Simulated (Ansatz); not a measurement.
## Calculated with Ansatz: LaSn$_{2}$Ge$_{2}$, relaxation

input.yaml:

```yaml
crystal:
  lattice:
    - [2.292229, 3.970256, 0.0]
    - [-2.292229, 3.970256, 0.0]
    - [0.0, 0.0, 7.482152]
  atoms:
    - { symbol: Ge, position: [0.3333, 0.3334, 0.27192] }
    - { symbol: Ge, position: [0.6667, 0.6666, 0.72808] }
    - { symbol: Sn, position: [0.3333, 0.3334, 0.6387] }
    - { symbol: Sn, position: [0.6667, 0.6666, 0.3613] }
    - { symbol: La, position: [0.0, 0.0, 0.0] }
  symmetry: { tolerance: 0.0003 }
kpoints:
  mp_grid: { grid: [8, 8, 5], shift: [0, 0, 0] }
magnetization:
  spin_polarized: false
scf:
  occupations: { method: fermi_dirac }
  lower_state_search: "off"
hamiltonian:
  pseudopotentials: { kind: paw }
  xc: pbe
basis:
  ecutwfc: 420
  fft_grid_basis: typed
relax:
  max_steps: 40
  cell: { p_target: 0.0 }
output:
  forces: true
  stress: true
  eigenvalues: true
  bader: true
  populations: true
  elf: true
  write_potential: true
  volumetric_format: npy
  dos:
    e_range: [-12, 8]
    de: 0.05
    projected: { site_lists: { Ge: [Ge], La: [La], Sn: [Sn] } }
  write_density: true
checkpoint:
  read: saved_state
```

Run with:

```bash
ansatz run input.yaml --threads 2 --pin off --max-ram 2560MiB --backend cpu --events-out ev --progress --plain --runs-dir out
```

Origin of the cell: a known structure type with other elements, at an estimated volume, so it need not be a known compound.

The smearing width isn't typed, so it takes its default of 0.1 eV.

The saved state is a converged single point of the same cell.

Steps («new basis» is an SCF on plane waves selected anew at the same cell):

```
step  ΔF (meV/atom)  max force component (eV/Å)  P (GPa)  volume (Å³)  SCF iterations   step was
   1            0.0                       1.031     2.36       136.19               6   accepted
   2          -80.1                       0.297    -1.25       142.19               7   accepted
   3          -96.5                       0.196     0.20       137.15               7   accepted
   4         -104.5                       0.195     0.34       136.35               6   accepted
   5         -102.3                       0.338     0.72       135.22               6   rejected
   6         -110.3                       0.033     0.09       136.75               9   accepted
   7         -110.4                       0.002    -0.05       137.01               5   accepted
   8         -110.4                       0.001     0.00       136.88               5   accepted
   9         -110.7                       0.001     0.02       136.88               8  new basis
```

Before:

Space group P-3m1 (No. 164); the run's cell has a = 4.584 Å, b = 4.584 Å, c = 7.482 Å, α = 90.00°, β = 90.00°, γ = 60.00°. Shortest distances: Ge–Sn 2.73 Å, Ge–La 3.34 Å, Sn–Sn 3.36 Å.

The relaxed structure.

Space group P-3m1 (No. 164); the run's cell has a = 4.878 Å, b = 4.878 Å, c = 6.642 Å, α = 90.00°, β = 90.00°, γ = 60.00°. Shortest distances: Ge–Sn 2.79 Å, Ge–La 3.26 Å, La–Sn 3.58 Å, Sn–Sn 3.58 Å.

```yaml
crystal:
  lattice:
    - [2.43911, 4.22466, 0.00000]
    - [-2.43911, 4.22466, 0.00000]
    - [0.00000, 0.00000, 6.64179]
  atoms:
    - { symbol: Ge, position: [0.33333, 0.33333, 0.24670] }
    - { symbol: Ge, position: [0.66667, 0.66667, 0.75330] }
    - { symbol: Sn, position: [0.33333, 0.33333, 0.66695] }
    - { symbol: Sn, position: [0.66667, 0.66667, 0.33305] }
    - { symbol: La, position: [0.00000, 0.00000, 0.00000] }
```

```yaml
Free_energy_lowered_by: 110.7 meV/atom
Volume_change: 0.51 %
Final_pressure: 0.02 GPa
Relaxation_steps_listed: 9
```

Caveats: no moments, though an odd count or open d shells may carry them; no spin-orbit coupling, though heavy elements are present; the relaxation held the start's symmetry, so the end may be a saddle point.

It ran for 99 s of wall time on 2 CPU thread(s) of a shared host, from a saved density.
